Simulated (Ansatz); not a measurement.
Relaxed candidate structures of MoS₂:

A. Fm-3m (No. 225), cF12, fluorite type; a = b = c = 5.9686 Å, α = β = γ = 90.00°; Mo 4a (0.000, 0.000, 0.000); S 8c (0.250, 0.250, 0.250); ferromagnetic

B. I4₁/amd, origin choice 1 (No. 141), tI12, anatase type; a = b = 4.767 Å, c = 9.295 Å, α = β = γ = 90.00°; Mo 4b (0.000, 0.000, 0.500); S 8e (0.000, 0.000, 0.238); non-magnetic

C. Pnnm (No. 58), oP6, AFLOW prototype AB2_oP6_58_a_g (as in Fe2C); a = 5.254 Å, b = 6.005 Å, c = 3.174 Å, α = 90.00°, β = 90.00°, γ = 90.00°; Mo 2d (0.500, 0.000, 0.000); S 4g (0.197, 0.141, 0.500); non-magnetic

D. Pa-3 (No. 205), cP12; a = 5.9823 Å, b = 5.9823 Å, c = 5.9823 Å, α = 90.00°, β = 90.00°, γ = 90.00°; Mo 4a (0.000, 0.000, 0.000); S 8c (0.371, 0.371, 0.371); ferromagnetic

E. Pnma (No. 62), oP12; a = 12.030 Å, b = 3.129 Å, c = 5.901 Å, α = β = γ = 90.00°; Mo 4c (0.372, 0.250, 0.357); S 4c (0.220, 0.250, 0.632); S 4c (0.019, 0.750, 0.223); non-magnetic

Task: Put the candidates in order of energy per atom, lowest first, for r2SCAN (plane waves to 500 eV, PAW, scalar-relativistic; Ansatz, a program for electronic structure).

Result: C (reference), E (+0.04 eV/atom), D (+0.13 eV/atom), B (+0.22 eV/atom), A (+0.26 eV/atom)

The lowest structure calculated, P6₃/mmc, hP6, AFLOW prototype AB2_hP6_194_c_f (C7, as in MoS2), non-magnetic, is not among these; it lies 0.34 eV/atom below the lowest of them. 1 run with a doubtful electronic state, a coarser numerical grid, an end not at rest or a source that can't be used is left out. 5 generated cells of layers, chains or molecules, poorly bound without dispersion, are left out. Each run could gain symmetry but not lose that of its start, so entries can be saddle points. All of these are generated cells (placed on structure types, drawn at random, substituted or restacked) that were not matched to a known phase here. Each structure is listed in the lowest spin state found for it. Static energies at zero pressure. The runs use different k-meshes, so differences are rounded accordingly. Spin states reached: ferromagnetic, non-magnetic; non-magnetic ones ran without spin or lost their moments; spin orders were not searched systematically. Gaps of cells over 8 atoms come from the SCF mesh and high-symmetry points alone.
